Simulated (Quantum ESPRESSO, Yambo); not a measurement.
# G0W0 results for BaO$_{2}$ at +2 % isotropic strain

```cif
data_BaO2
_chemical_formula_sum 'O2 Ba1'
_space_group_name_H-M_alt 'P 1'
_space_group_IT_number 1
_cell_length_a 4.38746
_cell_length_b 4.38746
_cell_length_c 4.38746
_cell_angle_alpha 127.999
_cell_angle_beta 127.999
_cell_angle_gamma 76.626
loop_
_space_group_symop_operation_xyz
  'x, y, z'
loop_
_atom_site_label
_atom_site_type_symbol
_atom_site_fract_x
_atom_site_fract_y
_atom_site_fract_z
_atom_site_occupancy
O1 O 0.39289 0.39289 0.00000 1
O2 O 0.60711 0.60711 0.00000 1
Ba1 Ba 0.00000 0.00000 0.00000 1
```

The PBEsol cell relaxed from Materials Project entry mp-1105 was given an isotropic strain of +2 % on all lattice vectors, and the atoms were relaxed again.

Starting point: norm-conserving PBEsol (Quantum ESPRESSO, 84 Ry, without SOC). G0W0 in Yambo: 4×4×4 Γ-centred k mesh, 94 bands and a 8 Ry block in the screening, 94 bands in G with the Bruneval-Gonze terminator, plasmon pole fitted at 27.2 eV.

```yaml
PBEsol gap along the band path: 2.07 eV
PBEsol gap between the mesh's edge points (Z → Z): 2.07 eV
G0W0 gap between the same points: 3.75 eV
```

| k point | band | E PBEsol (eV) | E QP (eV) | shift (eV) | Z |
|---|---|---|---|---|---|
| Γ | VB | -1.10 | -2.28 | -1.18 | 0.78 |
| Γ | CB | 3.19 | 3.98 | 0.79 | 0.85 |
| N | VB | -0.36 | -1.40 | -1.04 | 0.78 |
| N | CB | 3.02 | 4.28 | 1.26 | 0.82 |
| Z | VB | 0.00 | -1.00 | -1.00 | 0.78 |
| Z | CB | 2.07 | 2.76 | 0.68 | 0.86 |

Energies count from the PBEsol valence-band maximum.

Convergence of the G0W0 settings was not tested.
